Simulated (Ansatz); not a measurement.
Q: Each is relaxed and computed with DFT-PBE in the program Ansatz with PAW potentials. Which is the only metal?
A. Zr2Ge, P6_3/mmc (Ge on 2c, Zr on 2a, Zr on 2d)
B. WS2, P6_3/mmc (W on 2c, S on 4f)
C. GeS, wurtzite
D. Ca3Zr2S7, Cmc2_1 (Pearson symbol oS48)

A: A, Zr2Ge, P6_3/mmc (Ge on 2c, Zr on 2a, Zr on 2d). Zr2Ge: metal; Ca3Zr2S7: gap 1.42 eV; GeS: gap 1.00 eV (indirect); WS2: gap 1.63 eV (indirect). Constructed cells (a structure type filled with these elements, in neither database checked): Zr2Ge, P6_3/mmc (Ge on 2c, Zr on 2a, Zr on 2d); GeS, wurtzite. Typed or built starts, not in the databases checked: Ca3Zr2S7, Cmc2_1 (Pearson symbol oS48). Relaxed far from the usual cell of the phase: WS2, P6_3/mmc (W on 2c, S on 4f). Weakly bound layers, chains or molecules computed without a dispersion correction, so cells and soft constants are ill determined: WS2, P6_3/mmc (W on 2c, S on 4f). All cells were relaxed under the symmetry of their starts (and spin orders); stability against distortions was not tested throughout. Rows with no word on spin ran without spin polarisation. Spin–orbit coupling is left out wherever it is not named.

Potentials: the later of the program's two PAW sets.
